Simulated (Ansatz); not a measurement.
# Deforming LaPb3

```yaml
crystal:
  lattice:
    - [4.90600, 0.00000, 0.00000]
    - [0.00000, 4.90600, 0.00000]
    - [0.00000, 0.00000, 4.90600]
  atoms:
    - { symbol: La, position: [0.00000, 0.00000, 0.00000] }
    - { symbol: Pb, position: [0.00000, 0.50000, 0.50000] }
    - { symbol: Pb, position: [0.50000, 0.00000, 0.50000] }
    - { symbol: Pb, position: [0.50000, 0.50000, 0.00000] }
```

Atoms are numbered in the order listed.

The cell is COD entry 1538830, as deposited and not checked against the literature; nothing was relaxed.

Spin–orbit coupling is left out, though it moves levels of the heavy atoms by tenths of an eV or more.

Level of theory: DFT, PBEsol, all-electron PAW with datasets made for the crystal, scalar-relativistic in Ansatz 0.2.0.

Settings: a Γ-centred 7×7×7 k mesh, Fermi–Dirac smearing of 0.05 eV, cutoff 260 eV (chosen by the program for this cell), no spin polarisation.

The unchanged cell is at -0.82 GPa.

In a metal, stresses and small energies carry noise from the k mesh.

x, y and z are the Cartesian axes of the cell as listed; fractional coordinates follow a strain, and an engineering shear is twice the off-diagonal strain component.

**Question.** One change gave: energy change +3 meV/atom; stress change (xx, yy, zz, yz, xz, xy) 0.08, 0.08, 0.08, 0.64, 0.64, 0.64 GPa, compression positive. Which change was it?
A. equal xy, yz and zx engineering shear strains of +2 %
B. equal xy, yz and zx engineering shear strains of +1 %
C. equal xy, yz and zx engineering shear strains of -1 %
D. equal xy, yz and zx engineering shear strains of -2 %

**Answer.** D. For equal xy, yz and zx engineering shear strains of -1 %: energy change under 1 meV/atom; stress change (xx, yy, zz, yz, xz, xy) 0.02, 0.02, 0.02, 0.30, 0.30, 0.30 GPa, compression positive. For equal xy, yz and zx engineering shear strains of +1 %: energy change under 1 meV/atom; stress change (xx, yy, zz, yz, xz, xy) 0.02, 0.02, 0.02, -0.33, -0.33, -0.33 GPa, compression positive. For equal xy, yz and zx engineering shear strains of +2 %: energy change +4 meV/atom; stress change (xx, yy, zz, yz, xz, xy) 0.08, 0.08, 0.08, -0.67, -0.67, -0.67 GPa, compression positive.
